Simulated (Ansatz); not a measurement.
# AlSi$_{2}$B (P-6m2)

The calculation used DFT PBE, scalar-relativistic, plane waves, PAW in Ansatz 0.2.0.

Cutoff 420 eV; k points 18×18×8 on the computed 4-atom cell (Γ-centred); Gaussian smearing, width 0.10 eV; no spin polarisation.

The structure is relaxed at this level of theory with its symmetry kept, and needn't be the ground state of this composition.

Space group P-6m2 (No. 187), hexagonal, a = 3.110 Å, c = 6.454 Å. Al is surrounded by 6 Si at 2.74 Å and 6 Al at 3.11 Å; Si has 3 B at 2.14 Å, 1 Si at 2.32 Å and 3 Al at 2.74 Å; B has 6 Si at 2.14 Å.

```json
{
 "Volume per atom": "13.52 Å³",
 "Formation energy from the elements' standard states (uncorrected)": "+0.310 eV/atom",
 "Kohn–Sham band gap": "none (metal)",
 "Density of states at the Fermi level": "1.1 states/eV per cell",
 "Orbital (Löwdin) character within 0.5 eV of the Fermi level": "Si 3p 32 %, Al 3p 25 %, B 2p 19 %, Si 3s 9 %, Al 3s 7 %, unprojected 5 %",
 "Bader charge by site (e)": "Al (1 in the cell) 0.88, Si (2 in the cell) 0.43, B (1 in the cell) -1.74"
}
```

The cell was found from a structure generator's guess, not taken from experiment. Löwdin shares on free-atom orbitals overweight diffuse shells.
